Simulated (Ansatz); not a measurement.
## Be: energy along a strain

Be, Im-3m, a = 2.506 Å (as given, not relaxed at this level: -2.0 GPa). This isn't the element's structure at ambient conditions. Ansatz: PBEsol, PAW, 420 eV, Γ-centred 26×26×26 mesh on 1 atom, Gaussian smearing 0.15 eV; no spin polarisation. Cell vectors (Å): -1.253 1.253 1.253; 1.253 -1.253 1.253; 1.253 1.253 -1.253. The cell is strained by x per cent times the pattern (0 0 0 0 0 1) in the order xx yy zz yz xz xy (engineering shears), with fractional coordinates held. y is the free energy over the start, V0 = 7.871 Å³/atom. Symmetry makes y even in x.

```tsv
x (%)	y (meV/atom)
-2.00	?
-1.00	0.52
0.00	0.00
0.25	0.03
0.50	0.13
0.75	0.30
1.25	0.82
1.50	1.18
1.75	1.60
```

Problem. Fit y = c2 x² + c4 x⁴ to the other rows, get the stiffness along the pattern, and predict the missing energy.

Solution. Least squares on the rows shown. y = 0.5260 x² − 0.001052 x⁴. The clamped-ion stiffness p·C·p = 2 × 5.260 eV × 160.2 / 7.871 Å³ = 214 GPa, which is C66 in these axes (C44 of the cubic crystal) (second derivative at the start, which stands under stress). At x = -2.00 the fit asked for gives 2.09 meV/atom. The run gave 2.09 meV/atom, the same to the digits shown.